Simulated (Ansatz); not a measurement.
Field gradients of BN from run to run

Cell of run 1: a computed structure from the Materials Project (it need not be an observed phase), taken as it stands.

```yaml
crystal:
  lattice:
    - [2.50164, 0.00000, 0.00000]
    - [-1.25082, 2.16648, 0.00000]
    - [0.00000, 0.00000, 7.36932]
  atoms:
    - { symbol: B, position: [0.66667, 0.33333, 0.75000] }
    - { symbol: B, position: [0.33333, 0.66667, 0.25000] }
    - { symbol: N, position: [0.00000, 0.00000, 0.75000] }
    - { symbol: N, position: [0.00000, 0.00000, 0.25000] }
```

Sites (sets of like atoms) are named by element and the number of their first atom in this list.

Relaxed positions (PBE, cell held):

```
CELL_PARAMETERS angstrom
2.50164 0.00000 0.00000
-1.25082 2.16648 0.00000
0.00000 0.00000 7.36932
ATOMIC_POSITIONS crystal
B 0.66667 0.33333 0.75000
B 0.33333 0.66667 0.25000
N 0.00000 0.00000 0.75000
N 0.00000 0.00000 0.25000
```

All runs are DFT with Ansatz 0.2.0 (plane waves and PAW, scalar-relativistic unless spin–orbit coupling is named, Γ-centred meshes, Fermi–Dirac smearing where given) in this cell.

Run 1: PBE, atoms as given; 420 eV, 14×14×4 k-points, smearing 0.02 eV.
Run 2: r2SCAN, at the relaxed atoms; 500 eV, 14×14×4 k-points, smearing 0.02 eV.
Run 3: LDA, at the relaxed atoms; 420 eV, 14×14×4 k-points, smearing 0.02 eV.

```json
{"run": "1", "B V_zz (η)": "2.79 (0.00)", "N V_zz (η)": "-0.23 (0.00)"}
```

The results of the other runs, out of order. V_zz in 10²¹ V/m².

| result | B V_zz (η) | N V_zz (η) |
| --- | --- | --- |
| A | 2.92 (0.00) | -0.26 (0.00) |
| B | 2.82 (0.00) | 0.16 (0.00) |

(1) Which result belongs to which run?

Answers

(1) A is run 2, B is run 3.
